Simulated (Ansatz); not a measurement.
Ge:
```yaml
crystal:
  lattice:
    - [3.99763, 0.00000, 0.00000]
    - [-1.99881, 3.46205, 0.00000]
    - [0.00000, 0.00000, 6.59406]
  atoms:
    - { symbol: Ge, position: [0.66667, 0.33333, 0.06285] }
    - { symbol: Ge, position: [0.33333, 0.66667, 0.93715] }
    - { symbol: Ge, position: [0.33333, 0.66667, 0.56285] }
    - { symbol: Ge, position: [0.66667, 0.33333, 0.43715] }
```

Relaxed with PBEsol. Special points in fractions of this cell's reciprocal vectors: Γ (0.000, 0.000, 0.000); M (0.500, 0.000, 0.000); K (0.333, 0.333, 0.000); A (0.000, 0.000, 0.500); L (0.500, 0.000, 0.500); H (0.333, 0.333, 0.500).

Q: List the band energies nearest the Fermi level at these points for plane-wave PAW PBEsol with spin–orbit coupling (Ansatz code).

A: In eV from the Fermi level; about four levels below and three above (degenerate sets whole), none deeper than 8.9 eV; points with the same levels are listed once.

```csv
k,below,above
Γ,-0.13 -0.13 -0.02 -0.02,0.11 0.11 0.24 0.24
M,-2.82 -2.82 -1.43 -1.43,0.47 0.47 1.62 1.62
K,-3.47 -3.47 -3.19 -3.19,1.40 1.40 4.51 4.51
A,-0.75 -0.75 -0.75 -0.75,0.65 0.65 0.65 0.65
L,-2.40 -2.40 -2.40 -2.40,0.48 0.48 0.48 0.48
H,-2.03 -2.03 -1.99 -1.99,1.20 1.20 1.24 1.24
```

Space group P6_3/mmc. The workflow started from a Materials Project entry (that database holds measured and hypothetical structures alike); the Crystallography Open Database copy checked does not list it. It is not the phase usual at ambient conditions (space group No. 227). The cell was relaxed with PBEsol under the symmetry of its start; of distortions, only those at the zone centre were tested. The Fermi level of a semimetal is unsure by some 0.05 eV on such meshes.

Potentials: the earlier of the program's two PAW sets.
